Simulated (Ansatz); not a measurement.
PtAu in space group P-6m2 (No. 187; Pt on 1e, Au on 1b) under volume change, DFT-PBEsol in the program Ansatz with PAW potentials, shape and atoms relaxed at each volume.

| V (Å³/atom) | E − E(relaxed) (meV/atom) | P (GPa) |
|---|---|---|
| 14.561 | 111.5 | 27.47 |
| 15.041 | ___ | ___ |
| 15.521 | 10.8 | 7.44 |
| 16.001 | 0.0 | 0.01 |
| 16.481 | ___ | ___ |
| 16.961 | 35.4 | -11.06 |
| 17.441 | 74.8 | -15.08 |

**Question.** Complete the blanks.

**Answer.** 
- 15.041, E − E(relaxed) (meV/atom): 46.2
- 15.041, P (GPa): 16.49
- 16.481, E − E(relaxed) (meV/atom): 9.4
- 16.481, P (GPa): -6.09

**Question.** What does a third-order Birch–Murnaghan fit give for V₀, B₀ and B′?

**Answer.** V₀ = 16.00 Å³/atom, B₀ = 223 GPa, B′ = 5.6.

The workflow started from a Materials Project entry (that database holds measured and hypothetical structures alike); the Crystallography Open Database copy checked does not list it. With Pt and Au taken as one species the cell has the higher symmetry P6_3/mmc, so it may be an ordered model of a mixed-site phase. Whether it is the stable phase at ambient conditions was not checked. Symmetry was held in the PBEsol relaxation; its stability against distortions is not shown here. The run is not spin-polarised. Spin–orbit coupling is left out wherever it is not named.

Potentials: the later of the program's two PAW sets.
